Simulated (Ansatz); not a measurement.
YF₂:
```
YF2
1.0
    3.34570     0.00000     0.00000
   -1.67285     2.89746     0.00000
    0.00000     0.00000     8.78283
Y F
2 4
Direct
  0.00000   0.00000   0.25000
  0.00000   0.00000   0.75000
  0.33333   0.66667   0.39237
  0.66667   0.33333   0.60763
  0.66667   0.33333   0.89237
  0.33333   0.66667   0.10763
```

Relaxed with LDA. Special points in fractions of this cell's reciprocal vectors: Γ (0.000, 0.000, 0.000); M (0.500, 0.000, 0.000); K (0.333, 0.333, 0.000); A (0.000, 0.000, 0.500); L (0.500, 0.000, 0.500); H (0.333, 0.333, 0.500).

Problem. List the band energies nearest the Fermi level at these points for LDA in the plane-wave PAW code Ansatz.

Solution. In eV from the Fermi level; about four levels below and three above (degenerate sets whole), none deeper than 8.9 eV; points with the same levels are listed once.

| k | below | above |
|---|---|---|
| Γ | -7.34 -7.34 -6.04 -0.61 | 0.45 1.12 2.56 2.56 |
| M | -7.02 -6.77 -6.23 -0.34 | 0.08 2.28 2.42 |
| K | -7.17 -7.17 -6.81 -6.59 -6.59 | 0.14 0.14 1.66 |
| A | -6.58 -6.58 -0.04 -0.04 | 1.51 1.51 2.59 2.59 2.59 2.59 |
| L | -6.55 -6.55 -0.14 -0.14 | 2.43 2.43 2.95 2.95 |
| H | -7.04 -7.04 -6.47 -6.47 | 0.14 0.14 2.27 2.27 |

Space group P6_3/mmc. The start of the workflow was typed in or built on a structure type; neither database checked (COD, Materials Project) lists it. Whether it is the stable phase at ambient conditions was not checked. The LDA relaxation kept the symmetry of its start. At this level the phase is dynamically unstable (imaginary phonons). The run is not spin-polarised. A crystal of weakly bound layers computed without a dispersion correction: the cell and the soft elastic constants depend strongly on that. Spin–orbit coupling is left out wherever it is not named.

Potentials: the earlier of the program's two PAW sets. The files were generated under PBE; for other functionals the program regenerates the frozen cores, and for LDA and PBEsol the local potential too.
